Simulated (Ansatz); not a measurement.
RhPb2 (space group I4/mcm)

```
CELL_PARAMETERS angstrom
     -3.33911     3.33911     2.90685
      3.33911    -3.33911     2.90685
      3.33911     3.33911    -2.90685
ATOMIC_POSITIONS crystal
  Rh 0.25000 0.25000 0.00000
  Rh 0.75000 0.75000 0.00000
  Pb 0.66510 0.83490 0.50000
  Pb 0.33490 0.16510 0.50000
  Pb 0.83490 0.33490 0.16980
  Pb 0.16510 0.66510 0.83020
```

Equation-of-state scan: isotropic scaling of the cell above, V₀ being its volume. The atoms relax within the cell's symmetry.

Level of theory: PBEsol (plane waves to 420 eV, PAW, scalar-relativistic; Ansatz, a first-principles code). k mesh 11×11×11 (Γ-centred), Fermi-Dirac smearing 0.05 eV. Compression counts positive. RhPb2 is run without spin polarisation. RhPb2 was relaxed with its symmetry unable to fall. Spin-orbit coupling is left out, though Pb is heavy.

At one point of the scan the stress tensor (GPa) is:

```
   -3.1      0.0      0.0
    0.0     -3.1      0.0
    0.0      0.0     -3.0
```

Task: Which point is it?
(A) V/V₀ = 1.036
(B) V/V₀ = 1.012
(C) V/V₀ = 1.060
(D) V/V₀ = 1.024

Result: A, V/V₀ = 1.036

(Under strain, the slope of the energy per volume gives the stress and its curvature an elastic modulus.)
